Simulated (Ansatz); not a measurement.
Input file for Ansatz (a program for electronic structure):

Ansatz 0.2 input:
```yaml
crystal:
  lattice:
    - [0.0, 5.142025131, 5.142025131]
    - [5.142025131, 0.0, 5.142025131]
    - [5.142025131, 5.142025131, 0.0]
  atoms:
    - { symbol: Cr, position: [0.125, 0.125, 0.125], spin: 3.13 }
    - { symbol: Cr, position: [0.625, 0.125, 0.125], spin: 3.13 }
    - { symbol: Cr, position: [0.125, 0.125, 0.625], spin: 3.13 }
    - { symbol: Cr, position: [0.125, 0.625, 0.125], spin: 3.13 }
    - { symbol: S, position: [0.8901678568, 0.8901678568, 0.8901678568], spin: -0.1 }
    - { symbol: S, position: [0.9205035703, 0.3598321432, 0.3598321432], spin: -0.1 }
    - { symbol: S, position: [0.8901678568, 0.8901678568, 0.3294964297], spin: -0.1 }
    - { symbol: S, position: [0.3598321432, 0.9205035703, 0.3598321432], spin: -0.1 }
    - { symbol: S, position: [0.3294964297, 0.8901678568, 0.8901678568], spin: -0.1 }
    - { symbol: S, position: [0.3598321432, 0.3598321432, 0.3598321432], spin: -0.1 }
    - { symbol: S, position: [0.8901678568, 0.3294964297, 0.8901678568], spin: -0.1 }
    - { symbol: S, position: [0.3598321432, 0.3598321432, 0.9205035703], spin: -0.1 }
    - { symbol: Cd, position: [0.5, 0.5, 0.5], spin: 0.03 }
    - { symbol: Cd, position: [0.75, 0.75, 0.75], spin: 0.03 }
kpoints:
  mp_grid: { grid: [4, 4, 4] }
hamiltonian:
  xc: r2scan
  pseudopotentials: { kind: paw }
magnetization: { spin_polarized: true }
scf:
  occupations: { method: gaussian, width: 0.02 }
output:
  optics: { e_range: [0.0, 15.0], de: 0.05, sigma: 0.1, bands: { spectra_wanted_up_to: 12 eV } }
```

Output (shortened):

```
output.optics: the spectra are integrated over the Brillouin zone by k·p interpolation around the k-points, where levels, occupations, output.optics.sigma and …
Pseudopotential: Cr, paw, valence charge 14
Pseudopotential: S, paw, valence charge 6
Pseudopotential: Cd, paw, valence charge 20
Functional definition: r2SCAN
Crystal: 14 atoms, lattice volume = 271.915 Å³
Basis set: ecut = 500 eV, 6855 PW (Γ), exchange–correlation on 216×216×216 points (64 copies of the dense FFT grid, shifted against one another)
Bands: 95, of which v1, the nominal top of the filled ones, is band 72 counted from 1 (71 counted from 0)
Symmetry: 48 space group operations
Space group: Fd-3m (ITA 227), of the structure as read, at distance tolerance 6.5e-5 Å
k-points: 8 of 64
Starting moments: Σ|m| = 13.38 μB on 14 of 14 sites
iter 1 solved again at ethr=2.33e-3 eV; its pass at ethr=3.10e-3 eV (dr2=3.36e0 eV) is discarded
SCF iter   1: F=—  HF=-37323.214465 eV  |F-HF|=—  |Δ(HF+E_count)|=         —  Δρ=3.49e-2 (↑2.92e-2 ↓3.49e-2)  dr2=5.63e0  dr2_τ=1.25e-1  dr2_m=8.51e-1  M=12.000 μB ∫|m|=13.405 μB  β_m=1.00  ethr=2.33e-3  ⟨swp⟩=3.8  Hψ=9241  notcnv=0
Mixer restart at iter 1: flushing history
preconditioner: auto → Resta (q_TF=auto, 2.454 Å⁻¹)
spin=Collinear: Resta preconditioning applied to the charge; magnetization (m = ρ↑ − ρ↓) channel mixes plain (no charge-response kernel on spin).
SCF iter   2: F=—  HF=-37319.513122 eV  |F-HF|=—  |Δ(HF+E_count)|=    3.70e0  Δρ=1.51e-2 (↑1.51e-2 ↓1.33e-2)  dr2=1.55e0  dr2_τ=5.72e-2  dr2_m=5.13e-2  M=12.000 μB ∫|m|=13.579 μB  β_m=1.00  ethr=2.33e-3  ⟨swp⟩=3.5  Hψ=3713  notcnv=0  defer=185  κ⁻¹=1.0e0(r=1)
SCF iter   3: F=—  HF=-37322.528857 eV  |F-HF|=—  |Δ(HF+E_count)|=    3.02e0  Δρ=1.06e-2 (↑1.06e-2 ↓1.01e-2)  dr2=8.87e-1  dr2_τ=8.51e-3  dr2_m=8.67e-4  M=12.000 μB ∫|m|=13.582 μB  β_m=1.00  ethr=1.07e-3  ⟨swp⟩=2.0  Hψ=1709  notcnv=0  defer=192  κ⁻¹=6.5e-2(r=2)
SCF iter   4: F=—  HF=-37326.224528 eV  |F-HF|=—  |Δ(HF+E_count)|=    3.70e0  Δρ=7.55e-3 (↑7.55e-3 ↓7.34e-3)  dr2=5.99e-1  dr2_τ=4.97e-3  dr2_m=4.01e-4  M=12.000 μB ∫|m|=13.613 μB  β_m=1.00  ethr=6.16e-4  ⟨swp⟩=2.2  Hψ=1917  notcnv=0  defer=196  κ⁻¹=8.3e-3(r=3)
SCF iter   5: F=—  HF=-37327.716670 eV  |F-HF|=—  |Δ(HF+E_count)|=    1.49e0  Δρ=4.65e-3 (↑4.44e-3 ↓4.65e-3)  dr2=2.94e-1  dr2_τ=1.90e-3  dr2_m=1.82e-4  M=12.000 μB ∫|m|=13.655 μB  β_m=1.00  ethr=4.16e-4  ⟨swp⟩=2.1  Hψ=2109  notcnv=0  defer=196  κ⁻¹=3.0e-3(r=4)
SCF iter   6: F=—  HF=-37327.923840 eV  |F-HF|=—  |Δ(HF+E_count)|=         —  Δρ=2.02e-3 (↑1.90e-3 ↓2.02e-3)  dr2=2.46e-2  dr2_τ=1.05e-3  dr2_m=1.13e-4  M=12.000 μB ∫|m|=13.712 μB  β_m=1.00  ethr=2.04e-4  ⟨swp⟩=3.0  Hψ=2723  notcnv=0  defer=196
Mixer restart at iter 6: flushing history
SCF iter   7: F=—  HF=-37327.932664 eV  |F-HF|=—  |Δ(HF+E_count)|=   8.82e-3  Δρ=1.38e-3 (↑1.11e-3 ↓1.38e-3)  dr2=1.15e-2  dr2_τ=3.39e-4  dr2_m=1.55e-4  M=12.000 μB ∫|m|=13.704 μB  β_m=1.00  ethr=1.71e-5  ⟨swp⟩=2.1  Hψ=2063  notcnv=0  defer=192  κ⁻¹=1.0e0(r=1)…
SCF iter   8: F=—  HF=-37327.949323 eV  |F-HF|=—  |Δ(HF+E_count)|=   1.67e-2  Δρ=4.93e-4 (↑4.93e-4 ↓4.29e-4)  dr2=2.19e-3  dr2_τ=2.73e-5  dr2_m=5.15e-5  M=12.000 μB ∫|m|=13.702 μB  β_m=1.00  ethr=7.98e-6  ⟨swp⟩=2.0  Hψ=2735  notcnv=0  defer=192  κ⁻¹=1.2e-1(r=2)
SCF iter  22: F=-37327.955364 eV  HF=-37327.955364 eV  |F-HF|=0.00e0  |Δ(HF+E_count)|=    0.00e0  Δρ=1.31e-8 (↑8.24e-9 ↓1.31e-8)  dr2=9.22e-13  dr2_τ=1.76e-14  dr2_m=7.51e-14  M=12.000 μB ∫|m|=13.718 μB  ethr=1.00e-12  ⟨swp⟩=8.6  Hψ=6003  notcnv=0
SCF 1 converged in 22 iterations: F = -37327.955364 eV  dr2 = 9.22e-13
NSCF: frozen V_eff on 8 k-points
Optics k sum: 0 of 8 k-points
Optics k sum: 1 of 8 k-points
Optics k sum: 2 of 8 k-points
Optics k sum: 3 of 8 k-points
Optics k sum: 4 of 8 k-points
Optics k sum: 5 of 8 k-points
Optics k sum: 6 of 8 k-points
Optics k sum: 7 of 8 k-points
Optics k sum: 8 of 8 k-points
Optics k sum: 0 of 8 k-points
Optics k sum: 1 of 8 k-points
Optics k sum: 2 of 8 k-points
Optics k sum: 3 of 8 k-points
Optics k sum: 4 of 8 k-points
Optics k sum: 5 of 8 k-points
Optics k sum: 6 of 8 k-points
Optics k sum: 7 of 8 k-points
Optics k sum: 8 of 8 k-points
output.optics treated this state as an insulator …
output.optics: what the bands over the 154 summed would add to eps1, eps2 and the energy-loss function is held between a lower and an upper bound (8 Lanczos …
Stability not checked (another_mixer)
SCF converged after 22 iterations
Magnetization: 12.0000 μB (78.0000 up, 66.0000 down)
Absolute magnetization: 13.7219 μB (∫|ρ↑−ρ↓|, with the PAW one-centre terms)
Spin contamination: 0.2652 ħ² per cell (⟨S²⟩ above its minimum at these occupations)
Per-site moments (μB) at R_I (Å): [(2.8058082767724772, 1.0003454453898577), (2.8058082767724772, 1.0003454453898573), (2.8058082767724777, 1.0003454453898573), (2.8058082767724764, 1.0003454453898573), (-0.07142868226191765, 1.0003454453898577), …
Free energy (F): -37327.955364 eV
Harris-Foulkes:  -37327.955364 eV  (|F-HF|=0.00e0)
Internal energy: -37327.955364 eV  (E = F + TS)
E sigma→0 (E₀):  -37327.955364 eV
Fermi energy:    8.655039 eV
--- Per-component energies (eV) ---
  E_band       = -2193.076897
  E_kinetic    = 3231.100075
  E_local      = -16330.042158  (includes V_loc(G=0)·N_el)
  E_nonlocal   = 622.701279
  E_hartree    = 7183.383847
  E_xc         = -1619.101502
  E_vxc        = -2043.031499  (∫ρ·V_xc dr)
  E_paw        = -17907.597789  (= ΣΔE_a)
  E_vpaw       = -2159.789265  (= ΣTr[D̂ρ^β])
  E_aug_tail   = 0.000918  (compensation charges beyond the density's cutoff)
  E_vtau       = 119.215973  (kinetic-family band-sum trace: ∫τ·v_τ [+ j·A + Jᵃ·Aᵃ] dr)
  E_ewald      = -12505.303049
  E_core_change = -3.096985  (= ΣΔE_core)
  E_smearing   =  0.000000  (= −TS)
  E_closure    =  0.000000  (closes the sum)
  Σ components = -37327.955364   (vs F -37327.955364, Δ=0.00e0)
  [band-id]    e_kinetic+e_local+e_nonlocal+2·e_hartree+e_vxc+e_vpaw+e_augmentation_tail+e_vtau = -2193.076983   (vs E_band -2193.076897, Δ=-8.61e-5)
--- Band table (eV; the first three rows and the last of 16) ---
  k-point 0 ↑: bands = ["-96.5538", "-96.5537", "-67.4171", "-67.4161", "-67.4161", "-67.4161", "-56.7139", "-56.7139", "-56.7139", "-56.7138", "-56.7138", "-56.7138", "-37.6241", "-37.6081", "-37.6081", "-37.6081", "-37.5891", "-37.5891", "-37.5879", …
  k-point 1 ↑: bands = ["-96.5538", "-96.5538", "-67.4170", "-67.4162", "-67.4161", "-67.4161", "-56.7139", "-56.7139", "-56.7139", "-56.7138", "-56.7138", "-56.7138", "-37.6223", "-37.6093", "-37.6078", "-37.6078", "-37.5889", "-37.5889", "-37.5886", …
  k-point 2 ↑: bands = ["-96.5538", "-96.5538", "-67.4169", "-67.4164", "-67.4161", "-67.4161", "-56.7139", "-56.7139", "-56.7139", "-56.7138", "-56.7138", "-56.7138", "-37.6199", "-37.6110", "-37.6075", "-37.6075", "-37.5892", "-37.5887", "-37.5887", …
  k-point 7 ↓: bands = ["-96.5557", "-96.5557", "-63.5988", "-63.5988", "-63.5982", "-63.5982", "-56.7163", "-56.7163", "-56.7162", "-56.7162", "-56.7162", "-56.7162", "-33.7779", "-33.7779", "-33.7662", "-33.7662", "-33.7206", "-33.7206", "-33.7184", …
```

Cost: about 22 core-minutes (a rough figure) on shared cores.

The workflow started from an entry of the Crystallography Open Database (COD). Whether it is the stable phase at ambient conditions was not checked. The r²SCAN relaxation kept the symmetry of its start; its stability against distortions is not shown here. The final state is ferromagnetic, chosen from 2 collinear starts compared on coarse meshes (ties went to the first, and starts can fall back to one state), not a proven ground state. Other orbital occupations within this spin state were not tried. No Hubbard U is applied. Point labels and valley counts follow the cell and symmetry of the run, lower than the named group. Spin–orbit coupling is left out wherever it is not named.

Potentials: the later of the program's two PAW sets.

Ansatz is a plane-wave DFT program.
